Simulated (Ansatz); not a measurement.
Here is the system:

SiW3:
```cif
data_SiW3
_chemical_formula_sum 'Si1 W3'
_space_group_name_H-M_alt 'P 1'
_space_group_IT_number 1
_cell_length_a 4.41433
_cell_length_b 4.41433
_cell_length_c 4.41433
_cell_angle_alpha 60.000
_cell_angle_beta 60.000
_cell_angle_gamma 60.000
loop_
_space_group_symop_operation_xyz
  'x, y, z'
loop_
_atom_site_label
_atom_site_type_symbol
_atom_site_fract_x
_atom_site_fract_y
_atom_site_fract_z
_atom_site_occupancy
Si1 Si 0.00000 0.00000 0.00000 1
W1 W 0.50000 0.50000 0.50000 1
W2 W 0.25000 0.25000 0.25000 1
W3 W 0.75000 0.75000 0.75000 1
```

This is the PBE-relaxed structure.

Task: All from the program Ansatz at the PBE level (PAW), unless another level is named. Give the electronic character.

Result: metallic (no gap).

Task: What about the formation energy from the elements (no fitted shifts)?

Result: 0.18 eV/atom.

Task: Predict the density of states at the Fermi level.

Result: 0.53 states/eV per atom (mean over ±0.08 eV).

Space group Fm-3m. The cell is a constructed one: a structure type filled with these elements; neither database checked (COD, Materials Project) lists it. Its standing as an ambient phase is unchecked. The PBE relaxation kept the symmetry of its start; whether a distortion lowers the energy is not shown. No spin polarisation was allowed. The references are the lowest solids computed at this level, not always the standard phases. Scalar-relativistic: spin–orbit coupling is off unless named, which matters more the heavier the elements.

Potentials: the later of the program's two PAW sets.
